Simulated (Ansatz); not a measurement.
Trial structure of GeSb₃O₂, not yet relaxed:

```
Ge Sb O
1.0
     3.85014    0.00000    0.00000
     0.00000    3.85014    0.00000
     0.00000    0.00000    8.49788
Ge Sb O
1 3 2
Cartesian
  0.0000 0.0000 0.0000
  1.9251 1.9251 0.0000
  0.0000 1.9251 3.2589
  1.9251 0.0000 5.2389
  0.0000 1.9251 6.2587
  1.9251 0.0000 2.2392
```

These are results of DFT PBE, scalar-relativistic, plane waves, PAW in Ansatz, not measurements. Cutoff 420 eV; k points 4×4×2 on the computed 6-atom cell (Γ-centred); Gaussian smearing, width 0.10 eV; no spin polarisation.

Formation energies are uncorrected and refer to the elements' standard structures at the same level (O₂ as a molecule).

Task: How far from equilibrium is it?

Result: The pressure is -7.0 GPa (the mean over three directions, positive in compression), the largest force is 0.43 eV/Å, and the energy is +0.30 eV/atom against the elements. The shortest distance is 2.72 Å.

Task: Is it a good guess?

Result: A rough one: relaxing gains about 0.44 eV/atom (the start's value is from the coarse mesh, so the gain is rough) in 31 ionic steps and ends at −0.14 eV/atom on the finer mesh. The symmetry stays P-4m2 (No. 115). The volume per atom grows by 10.0 %, from 21.0 to 23.1 Å³. The shortest distance goes from 2.72 Å (Ge–Sb) to 1.96 Å (Sb–O). The ratio c/a of the conventional cell changes by a factor of 0.86. Conventional cell: a = 4.174 Å, c = 7.953 Å. Ge is surrounded by 4 O at 2.77 Å and 4 Sb at 2.95 Å; around Sb on a site of symmetry -4m2 lie 4 O at 2.77 Å and 4 Ge at 2.95 Å; O has 1 Sb at 1.96 Å, 2 Ge at 2.77 Å and 2 Sb at 2.77 Å; 1 more site not described.

The last run used a 10×10×6 mesh (in the run's order of axes) for its 6-atom cell and Gaussian smearing of 0.10 eV. Spin–orbit coupling, which can matter for Sb, is left out. An odd number of electrons in the primitive cell allows no gap without spin; a larger cell or a magnetic state could open one. The relaxation can't lower the symmetry of the start, and the grade says only how near the guess is to its own end. Symmetry constrained the relaxation, so the result can be a saddle point. Another cell of GeSb3O2 relaxed alike, in P4mm, lies 134 meV/atom lower, so this cell isn't the stable form at this level.
